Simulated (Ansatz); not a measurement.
HgS (rock salt, Fm-3m), PBE in the plane-wave PAW code Ansatz, all energies at zero smearing, with the estimated change up to a 700 eV cutoff added, with one set of potentials and settings (totals compare only within such a set). Cell of 2 atoms (1 S, 1 Hg): -14715.452 eV.

| element | reference phase | E (eV/atom) |
|---|---|---|
| S | Fddd, 32 atoms in the cell | -902.0599 |
| Hg | P6_3/mmc, 2 atoms in the cell | -13813.4607 |

Formation energy per atom, worked out: (-14715.452 − 1×(-902.0599) − 1×(-13813.4607))/2 = 0.034 eV/atom (3 kJ per mol of atoms), at 0 K, without zero-point energy or fitted corrections.

The cell is a constructed one: a structure type filled with these elements; the Crystallography Open Database copy checked does not list it. COD files the formula under space group No. 152, 154, 166, 216, so this cell is another polymorph or a model. Its standing as an ambient phase is unchecked. The PBE relaxation kept the symmetry of its start; whether a distortion lowers the energy is not shown. The references are the lowest solids computed at this level, not always the standard phases. Scalar-relativistic: spin–orbit coupling is off unless named, which matters more the heavier the elements.

Potentials: the later of the program's two PAW sets.
